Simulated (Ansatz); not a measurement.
Y(AlSi)2 (space group P-3m1)

```
Y(AlSi)2
1.0
    4.17029     0.00000     0.00000
   -2.08514     3.61157     0.00000
    0.00000     0.00000     6.51056
Y Al Si
1 2 2
Direct
  0.00000   0.00000   0.00000
  0.66667   0.33333   0.35513
  0.33333   0.66667   0.64487
  0.66667   0.33333   0.74276
  0.33333   0.66667   0.25724
```

The volume is varied about the relaxed value V₀ at fixed cell shape. The atoms relax within the cell's symmetry.

Computed with PBEsol (plane waves to 420 eV, PAW, scalar-relativistic; Ansatz, a program for electronic structure). k mesh 13×13×7 (Γ-centred), Fermi-Dirac smearing 0.05 eV. Energies are smeared free energies. Stress and pressure are positive under compression. With the shape held, the modulus is that of even scaling; a crystal free to change shape is softer. Y(AlSi)2 is run without spin polarisation. Y(AlSi)2 was relaxed with its symmetry unable to fall. ΔE is measured from the relaxed starting cell. The last digit holds for this mesh only.

| V (Å³/atom) | ΔE (meV/atom) |
|---|---|
| 18.435 | 20.4 |
| 18.631 | 13.9 |
| 18.827 | 8.8 |
| 19.023 | 4.8 |
| 19.219 | 2.1 |
| 19.415 | 0.5 |
| 19.612 | 0.0 |
| 19.808 | 0.5 |
| 20.004 | 2.0 |
| 20.200 | 4.4 |
| 20.396 | 7.6 |
| 20.592 | 11.7 |
| 20.788 | withheld |

Task: Fit a third-order Birch-Murnaghan form (E₀, V₀, B₀, B₀′ free) to the given rows and predict ΔE at V = 20.788.

Result: Least squares on the 12 given rows: ΔE = E₀ + (9V₀B₀/16)·y²·[2 + (B₀′ − 4)y], y = (V₀/V)^(2/3) − 1, with V₀ = 19.611 Å³/atom, B₀ = 83.20 GPa (160.2 GPa = 1 eV/Å³; the term in eV is multiplied by 1000), B₀′ = 4.30, E₀ = 0.00 meV/atom; root-mean-square residual 0.03 meV/atom. At 20.788 the fit gives 16.5 meV/atom; the calculation gives 16.6 meV/atom, so the extrapolation is off by -0.1 (-0.6 %). For the pressure the fit gives -4.3 GPa against the computed -4.3 GPa.

(Under strain, the slope of the energy per volume gives the stress and its curvature an elastic modulus.)
